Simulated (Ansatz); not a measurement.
The numbers come from plane-wave PAW DFT (Ansatz): r2SCAN, no spin polarisation, 500 eV, 9×9×5 Γ-centred k points, fermi-dirac occupations (width 0.1 eV). Nothing was relaxed.

Computed maps in the lattice plane spanned by b (left to right, 4.61 Å, 14 points from zero) and c (bottom to top, 7.47 Å, 23 points from zero), 90° apart, at height 0.333 along a. The fields are smooth PAW ones with compensation charges, not the true ones near nuclei.

Valence density. Digits on a logarithmic scale: 0 up to 0.03 e/Å³, each further digit a factor of 1.6, 9 from 1.3 e/Å³ up:
```
34443321111112
34444321000112
34444321111123
44554432111223
45555433222233
45555443444334
44544444899644
44444435999943
33333335999943
22222334899633
22222233455433
22222233444433
22122334555543
32222345666654
43223457899765
43223468999975
43223579999986
43223569999986
43223468999975
33233456898764
33333345566544
33333333444333
33443322222222
```

ELF. Ten even steps from '0' (0.03) to '9' (0.60):
```
35664210000001
35665310000001
56776431000013
77777753101246
88788874100268
98788981000039
98889950476208
98889921735605
87778711734603
56666510476203
44444441000024
42223467655776
52113689999998
83115898777799
95127997666679
96238976412578
96237976110368
85226876100377
73124877522678
53223687777777
33433468777775
34554335777643
35664211343211
```

Q: The cell is Mg₂GeBi₂. Which atoms lie within 0.2 Å of this plane, and where (fractions of b and c)?

A: Mg at (0.67, 0.63), Bi at (0.67, 0.24). The whole cell:
```xyz
5
Lattice="4.6107 0.0000 0.0000 -2.3053 3.9930 0.0000 0.0000 0.0000 7.4683" Properties=species:S:1:pos:R:3 pbc="T T T"
Ge    0.0000    0.0000    0.0000
Mg   -0.0002    2.6621    4.7058
Mg    2.3056    1.3309    2.7625
Bi   -0.0002    2.6621    1.8021
Bi    2.3056    1.3309    5.6662
```

Origin: a known structure type with other elements, at an estimated volume, so it need not be a known compound.
